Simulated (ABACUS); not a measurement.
A self-consistent single point of a model cell of Au (I4_1/amd, 2 atoms in the cell; prototype structure).

```
CELL_PARAMETERS angstrom
     -2.50316     2.50316     1.36576
      2.50316    -2.50316     1.36576
      2.50316     2.50316    -1.36576
ATOMIC_POSITIONS crystal
  Au 0.75000 0.25000 0.50000
  Au 0.00000 0.00000 0.00000
```

Computed with PBE, PseudoDojo 0.5 standard norm-conserving PBE (tails mended) pseudopotentials (plane waves; ABACUS).

ABACUS settings:

- KPT = Gamma 9 9 9 0 0 0
- basis_type = pw
- dft_functional = PBE
- ecutwfc = 76 Ry
- smearing_method = mv
- smearing_sigma = 0.00999582 Ry
- potentials = PseudoDojo 0.5 standard norm-conserving PBE (tails mended)
- symmetry = 1
- symmetry_prec = 1e-05
- ks_solver = dav_subspace
- scf_nmax = 100
- scf_thr = 1.0e-09 Ry
- mixing_type = broyden
- mixing_beta = 0.7

Results:

```
Item                                                      Value
------------------------------------------------  -------------
Number of valence electrons                                  38
Number of bands                                              29
Number of k-points after the program's reduction             75
Number of plane waves (most at a k-point)                  2607
Number of SCF iterations                                      6
FFT grid                                           40 × 40 × 40
Free energy E − TS                                -8064.7368 eV
Fermi level (on the code's own zero)                   20.29 eV
Pressure                                              24.72 GPa
```

Stress (GPa, positive for compression):
```
29.91   0.00   0.00
 0.00  29.91   0.00
 0.00   0.00  14.34
```

For comparison: a first run was changed to give this one (volume scaled by 0.96), and from it to this one the free energy rises by 89.1 meV/atom and the pressure goes from 15.64 to 24.72 GPa.

The starting geometry comes from a prototype or from typed values, not from a relaxation at this level; it need not be a known phase. No clean gap shows at this smearing width and mesh (spacing up to 0.29 Å⁻¹); the mesh is coarse for partly filled bands, so the values carry mesh errors. At this pressure the cell is far from its equilibrium volume at this level.

Cost on one core: very roughly 2.2 core-minutes.

“Tails mended”: in these copies of the files the far tail of each local potential was reset to the Coulomb form.
